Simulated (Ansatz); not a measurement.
Relaxed-ion elastic tensor of Cr3Ru (A15 (Cr3Si type), Pm-3n) in GPa (Voigt order), DFT-PBEsol in the program Ansatz with PAW potentials; density 8.94 g/cm³, 11.94 Å³ per atom.

|  | 1 | 2 | 3 | 4 | 5 | 6 |
|---|---|---|---|---|---|---|
| 1 | 475 | 197 | 197 | 0.0 | 0.0 | 0.0 |
| 2 | 197 | 475 | 197 | 0.0 | 0.0 | 0.0 |
| 3 | 197 | 197 | 475 | 0.0 | 0.0 | 0.0 |
| 4 | 0.0 | 0.0 | 0.0 | 99.9 | 0.0 | 0.0 |
| 5 | 0.0 | 0.0 | 0.0 | 0.0 | 99.9 | 0.0 |
| 6 | 0.0 | 0.0 | 0.0 | 0.0 | 0.0 | 99.9 |

Task: Is the crystal mechanically stable?

Result: Yes: the smallest eigenvalue of C is 99.9 GPa.

Task: Work out the Voigt, Reuss and Hill averages.

Result: K_V = 290, K_R = 290, K_H = 290; G_V = 116, G_R = 113, G_H = 114 GPa.

Task: Give Young's modulus, Poisson's ratio, Pugh's ratio and the universal anisotropy index.

Result: E = 9KG/(3K + G) = 303 GPa; ν = 0.33; K/G = 2.54 (ductile by the Pugh limit of 1.75); A_U = 5G_V/G_R + K_V/K_R − 6 = 0.13.

Task: Estimate the sound speeds and the Debye temperature.

Result: v_l = √((K + 4G/3)/ρ) = 7030 m/s, v_t = √(G/ρ) = 3570 m/s, mean 4000 m/s; Θ = (h/k)(3n/4πV)^(1/3) v_m = 522 K.

Task: Give the Zener ratio and Young's modulus along [100], [110] and [111].

Result: A = 2C44/(C11 − C12) = 0.72; 1/E = S11 − 2(S11 − S12 − S44/2)Γ with Γ = 0, 1/4, 1/3 gives 360, 287, 269 GPa.

Task: Solve the Christoffel equation for the three sound speeds along [100], [110], [111].

Result: Eigenvalues of C_ijkl n_j n_l equal ρv². In km/s, slowest first: [100] 3.34, 3.34, 7.29; [110] 3.34, 3.95, 6.98; [111] 3.76, 3.76, 6.88.

The workflow started from a Materials Project entry (that database holds measured and hypothetical structures alike); the Crystallography Open Database copy checked does not list it. Whether it is the stable phase at ambient conditions was not checked. The PBEsol relaxation kept the symmetry of its start; its stability against distortions is not shown here. The run is not spin-polarised. As this level gives no gap, shear constants depend on the k-mesh and smearing (Fermi–Dirac, 0.1 eV here). On the denser mesh and wider smearing of the elastic run this cell carries a stress of 0.4 GPa.

Potentials: the later of the program's two PAW sets.
